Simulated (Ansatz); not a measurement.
# Ca₇ZrN₆: ⁴³Ca NMR of the central transition

Cell: a computed structure from the Materials Project (it need not be an observed phase), atoms as given.

Space group Ibam (No. 72); a = 6.3960, b = 11.7944, c = 13.0746 Å.

```csv
site,Wyckoff,site symmetry,x,y,z
Ca1,8j,..m,0.7809,0.4579,0.5000
Ca5,16k,1,0.6128,0.2721,0.8787
Ca13,4b,222,0.5000,0.0000,0.2500
Zr,4a,222,0.0000,0.0000,0.2500
N17,16k,1,0.2008,0.8914,0.1707
N25,8j,..m,0.3790,0.8430,0.5000
```

One atom of each set is listed; the run and its k-mesh use a cell of 28 atoms with edges of 9.37, 9.37, 9.37 Å.

Level of theory: DFT, PBE, plane waves and PAW, scalar-relativistic, 420 eV cutoff, Γ-centred 5×5×5 k-points, Fermi–Dirac smearing 0.02 eV (Ansatz 0.2.0).

⁴³Ca has I = 7/2 and Q = -40.80 mb (Pyykkö 2018); at 23.5 T its Larmor frequency is ν₀ = 67.4 MHz. Only the quadrupole interaction is simulated: positions count from each site's isotropic chemical shift, and J coupling is left out, as are shift anisotropy and dipolar coupling, which fast spinning averages.

Question: What does the ⁴³Ca spectrum (fast magic-angle spinning) show for each site?

Answer: 

```csv
site,first shell,C_Q (MHz),η,P_Q (MHz),δ_QIS (ppm),breadth (kHz)
Ca1,4 N at 2.42–2.56 Å,-5.16,0.61,5.47,-16.8,2.62
Ca5,4 N at 2.36–2.57 Å; also 1 N at 3.11 Å,4.22,0.31,4.29,-10.3,1.60
Ca13,4 N at 2.52 Å,5.46,0.38,5.59,-17.5,2.74
```

δ_QIS = −(ν_Q²/30ν₀²)[I(I+1) − 3/4](1 + η²/3) × 10⁶ ppm with ν_Q = 3|C_Q|/[2I(2I−1)]; it falls as 1/B₀² in ppm, and the breadth as 1/B₀ in kHz.
